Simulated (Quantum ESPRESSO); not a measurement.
Ge3Si3AlP, a curve over strain

A calculation, not a measurement. The program is pw.x of Quantum ESPRESSO 7.5 (plane-wave density functional theory). The cell is made up: 8 atoms on a zincblende/diamond lattice, with randomly drawn elements, strain and displacements, not relaxed. PseudoDojo standard norm-conserving files (v0.5 for PBE, v0.4.1 for LDA and PBEsol) set the functional; there is no spin polarisation, spin-orbit coupling or dispersion term, and the masses in the input are unused placeholders.

Seven runs add a strain to one cell (the same along x and y); the atoms follow the cell and are not relaxed. Stress in the table is positive in tension.

Input of the run at +0.0035:

```
&control calculation='scf', pseudo_dir='./dojo.nc.sr.pbe.v0_5.standard.upf', outdir='./o', disk_io='low', tprnfor=.true., tstress=.true. /
&system ibrav=0, nat=8, ntyp=4, nbnd=41, ecutwfc=77.98206166, nosym=.true., tot_charge=0,
 occupations='smearing', smearing='fd', degauss=0.0073498644
/
&electrons conv_thr=7.350e-09, electron_maxstep=60, /
ATOMIC_SPECIES
Al 1.0 Al.upf
Ge 1.0 Ge.upf
P 1.0 P.upf
Si 1.0 Si.upf
CELL_PARAMETERS angstrom
5.4568 0.0372 -0.0233
0.0372 5.5975 -0.0062
-0.0234 -0.0062 5.4216
ATOMIC_POSITIONS angstrom
Ge -0.2122 -0.1333 0.0314
Ge -0.1001 2.75 2.7465
Si 2.7134 0.0137 2.8047
Al 2.8336 2.8576 -0.1378
P 1.3059 1.3953 1.2942
Si 1.3893 4.2209 3.9473
Si 3.9847 1.3578 3.965
Ge 4.0627 4.2543 1.3668
K_POINTS automatic
6 6 6 1 1 1
```

```
added strain  free energy less that of the input shown (eV)  stress xx (GPa)  stress yy (GPa)  stress zz (GPa)  stress xy (GPa)  pressure (GPa)  iterations
     -0.0240                                         0.5064           -12.41           -12.54           -12.40            -2.59           12.45          10
     -0.0122                                         0.2458            -9.51            -9.44           -10.15            -2.27            9.70          10
     -0.0093                                         0.1917            -8.84            -8.72            -9.64            -2.20            9.07          10
     +0.0035                                         0.0000            -6.07            -5.74            -7.54            -1.91            6.45          10
     +0.0145                                        -0.1090            -3.91            -3.43            -5.94            -1.70            4.43          10
     +0.0179                                        -0.1327            -3.28            -2.76            -5.48            -1.63            3.84          10
```

Question: one run is left out of the table, at -0.0165. Estimate its stress xx (GPa).

Answer: -10.54. The whole row:

| added strain | free energy less that of the input shown (eV) | stress xx (GPa) | stress yy (GPa) | stress zz (GPa) | stress xy (GPa) | pressure (GPa) | iterations |
| --- | --- | --- | --- | --- | --- | --- | --- |
| -0.0165 | 0.3325 | -10.54 | -10.53 | -10.94 | -2.38 | 10.67 | 10 |

A cubic fit gives a slope of stress xx against the added strain of 212 GPa at zero added strain, with the atoms clamped. Across the table the free energy follows the integral of the stress to within 1.1 meV. A rerun of one of the cells at 1347 eV and a 8 x 8 x 8 mesh moved values by no more than 0.002 eV in energy, 0.04 GPa in stress and 0.007 eV/Å in force.